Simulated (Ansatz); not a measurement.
TlCl:
```cif
data_ClTl
_chemical_formula_sum 'Tl1 Cl1'
_space_group_name_H-M_alt 'Pm-3m'
_space_group_IT_number 221
_space_group_name_Hall '-P 4 2 3'
_cell_length_a 3.91746
_cell_length_b 3.91746
_cell_length_c 3.91746
_cell_angle_alpha 90.000
_cell_angle_beta 90.000
_cell_angle_gamma 90.000
loop_
_atom_site_label
_atom_site_type_symbol
_atom_site_symmetry_multiplicity
_atom_site_Wyckoff_symbol
_atom_site_fract_x
_atom_site_fract_y
_atom_site_fract_z
_atom_site_occupancy
Tl1 Tl 1 a 0.00000 0.00000 0.00000 1
Cl1 Cl 1 b 0.50000 0.50000 0.50000 1
```

Relaxed with PBE+D3(BJ).

### Question
Which orbitals make up the states near the band edges in DFT-PBE+D3(BJ) in the program Ansatz with PAW potentials?

### Answer
Top 1 eV of the valence band: Cl 3p 83 %, Tl 6s 15 %. Bottom 1 eV of the conduction band: Tl 6p 82 %, Cl 3p 7 %, Cl 3s 7 %. Projections are on Löwdin-orthogonalised atomic valence shells; empty p or d shells of many metals are not among them.

### Question
Tabulate the density of states.

### Answer
States/eV per cell of 2 atoms, in 0.25 eV bins, energy from the valence-band maximum.

| E (eV) | total | Cl 3p | Tl 6p | Tl 6s |
|---|---|---|---|---|
| -7.86 | 0.00 | 0.00 | 0.00 | 0.00 |
| -7.61 | 0.00 | 0.00 | 0.00 | 0.00 |
| -7.36 | 0.00 | 0.00 | 0.00 | 0.00 |
| -7.11 | 0.00 | 0.00 | 0.00 | 0.00 |
| -6.86 | 0.00 | 0.00 | 0.00 | 0.00 |
| -6.61 | 0.00 | 0.00 | 0.00 | 0.00 |
| -6.36 | 0.00 | 0.00 | 0.00 | 0.00 |
| -6.11 | 0.00 | 0.00 | 0.00 | 0.00 |
| -5.86 | 0.00 | 0.00 | 0.00 | 0.00 |
| -5.61 | 0.00 | 0.00 | 0.00 | 0.00 |
| -5.36 | 0.00 | 0.00 | 0.00 | 0.00 |
| -5.11 | 0.06 | 0.02 | 0.00 | 0.04 |
| -4.86 | 0.96 | 0.24 | 0.05 | 0.66 |
| -4.61 | 2.55 | 0.47 | 0.20 | 1.79 |
| -4.36 | 1.29 | 0.28 | 0.15 | 0.85 |
| -4.11 | 0.92 | 0.20 | 0.12 | 0.59 |
| -3.86 | 0.72 | 0.15 | 0.09 | 0.47 |
| -3.61 | 0.57 | 0.11 | 0.07 | 0.39 |
| -3.36 | 0.40 | 0.07 | 0.05 | 0.28 |
| -3.11 | 0.24 | 0.04 | 0.03 | 0.17 |
| -2.86 | 0.16 | 0.02 | 0.02 | 0.12 |
| -2.61 | 0.15 | 0.05 | 0.02 | 0.08 |
| -2.36 | 0.82 | 0.60 | 0.18 | 0.03 |
| -2.11 | 1.85 | 1.44 | 0.34 | 0.05 |
| -1.86 | 3.11 | 2.52 | 0.44 | 0.11 |
| -1.61 | 2.96 | 2.42 | 0.27 | 0.23 |
| -1.36 | 3.33 | 2.89 | 0.19 | 0.20 |
| -1.11 | 4.74 | 4.25 | 0.15 | 0.30 |
| -0.86 | 3.29 | 2.97 | 0.05 | 0.25 |
| -0.61 | 1.64 | 1.25 | 0.04 | 0.34 |
| -0.36 | 2.07 | 1.59 | 0.03 | 0.44 |
| -0.11 | 0.17 | 0.12 | 0.00 | 0.05 |
| 0.14 | 0.00 | 0.00 | 0.00 | 0.00 |
| 0.39 | 0.00 | 0.00 | 0.00 | 0.00 |
| 0.64 | 0.00 | 0.00 | 0.00 | 0.00 |
| 0.89 | 0.00 | 0.00 | 0.00 | 0.00 |
| 1.14 | 0.00 | 0.00 | 0.00 | 0.00 |
| 1.39 | 0.00 | 0.00 | 0.00 | 0.00 |
| 1.64 | 0.00 | 0.00 | 0.00 | 0.00 |
| 1.89 | 0.00 | 0.00 | 0.00 | 0.00 |
| 2.14 | 0.00 | 0.00 | 0.00 | 0.00 |
| 2.39 | 0.03 | 0.00 | 0.03 | 0.00 |
| 2.64 | 0.14 | 0.01 | 0.11 | 0.00 |
| 2.89 | 0.31 | 0.02 | 0.26 | 0.01 |
| 3.14 | 0.64 | 0.05 | 0.53 | 0.01 |
| 3.39 | 0.93 | 0.09 | 0.75 | 0.02 |
| 3.64 | 1.46 | 0.17 | 1.16 | 0.02 |
| 3.89 | 2.30 | 0.30 | 1.79 | 0.04 |
| 4.14 | 2.04 | 0.25 | 1.59 | 0.05 |
| 4.39 | 1.36 | 0.16 | 1.08 | 0.03 |
| 4.64 | 1.15 | 0.14 | 0.92 | 0.03 |
| 4.89 | 1.30 | 0.17 | 1.04 | 0.03 |
| 5.14 | 1.23 | 0.14 | 1.00 | 0.03 |
| 5.39 | 1.10 | 0.11 | 0.91 | 0.03 |
| 5.64 | 1.10 | 0.09 | 0.92 | 0.03 |
| 5.89 | 1.09 | 0.08 | 0.92 | 0.03 |
| 6.14 | 1.06 | 0.06 | 0.90 | 0.03 |
| 6.39 | 1.12 | 0.06 | 0.96 | 0.03 |
| 6.64 | 1.77 | 0.08 | 1.55 | 0.03 |
| 6.89 | 2.20 | 0.08 | 1.96 | 0.03 |

The PBE+D3(BJ) relaxation kept the symmetry of its start; phonons on a q-mesh show weakly imaginary modes. Spin–orbit coupling is left out wherever it is not named.

Potentials: the later of the program's two PAW sets.
